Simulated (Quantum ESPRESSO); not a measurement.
Parts of the isotropic shielding in SiO2, by GIPAW with PBE in a modified build of Quantum ESPRESSO, on JTH PAW datasets, 22.5 Ha, k-mesh 3×3×3 shifted:

```
O2Si
1.0
    4.91497     0.00000     0.00000
   -2.45749     4.25649     0.00000
    0.00000     0.00000     5.43130
Si O
3 6
Direct
  0.53109   0.53109   0.00000
  0.46891   0.00000   0.33333
  0.00000   0.46891   0.66667
  0.27800   0.41866   0.78740
  0.58134   0.85934   0.12073
  0.14066   0.72200   0.45406
  0.41866   0.27800   0.21260
  0.85934   0.58134   0.87927
  0.72200   0.14066   0.54594
```
The cell was made here from a computed Materials Project entry: O4 and its equivalents moved by 0.04 Å along (0.75, 0.56, 0.34), space group kept. The parent is SiO2 in P3₁21. Stability against distortions was not tested.

The core term is that of the free atom's frozen core; the paramagnetic column sums the reconstruction terms. Shieldings are absolute and leave out the bulk-susceptibility term; a larger σ means a smaller chemical shift. By our sweeps, such settings leave a few ppm in absolute σ. No d partial waves on Si: the paramagnetic term there is incompletely reconstructed.

```csv
site,core,bare (smooth current),diamagnetic correction,paramagnetic corrections,σ_iso (ppm)
"Si (atoms 1, 2, 3)",837.8,-24.8,3.1,…,…
"O (atoms 4, 5, 6, 7, 8, 9)",271.1,61.9,27.2,…,…
```

Task: Some entries are withheld; supply them.

Result: 
- Si (atoms 1, 2, 3), paramagnetic corrections: -378.4
- Si (atoms 1, 2, 3), σ_iso (ppm): 437.7
- O (atoms 4, 5, 6, 7, 8, 9), paramagnetic corrections: -148.1
- O (atoms 4, 5, 6, 7, 8, 9), σ_iso (ppm): 212.1
